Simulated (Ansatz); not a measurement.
Ir:
```
Ir
1.0
    0.00000     1.91503     1.91503
    1.91503     0.00000     1.91503
    1.91503     1.91503     0.00000
Ir
1
Direct
  0.00000   0.00000   0.00000
```

Relaxed with PBEsol. Special points in fractions of this cell's reciprocal vectors: Γ (0.000, 0.000, 0.000); X (0.500, 0.000, 0.500); U (0.625, 0.250, 0.625); K (0.375, 0.375, 0.750); L (0.500, 0.500, 0.500); W (0.500, 0.250, 0.750).

### Question
List the band energies nearest the Fermi level at these points for PBEsol with spin–orbit coupling in the plane-wave PAW code Ansatz.

### Answer
In eV from the Fermi level; about four levels below and three above (degenerate sets whole), none deeper than 8.9 eV; … stands for higher levels left out; points with the same levels are listed once.

```tsv
k	below	above
Γ	-1.12 -1.12 -1.12 -1.12	…
X	-8.12 -8.12 -7.55 -7.55	0.70 0.70 1.13 1.13
U	-3.14 -3.14 -0.95 -0.95	0.66 0.66 6.10 6.10
L	-3.71 -3.71 -1.05 -1.05	0.61 0.61 1.21 1.21
W	-5.08 -5.08 -1.83 -1.83	1.50 1.50 8.08 8.08
```

Space group Fm-3m (fcc (Cu type)). The PBEsol relaxation kept the symmetry of its start. The run is not spin-polarised.

Potentials: the earlier of the program's two PAW sets.
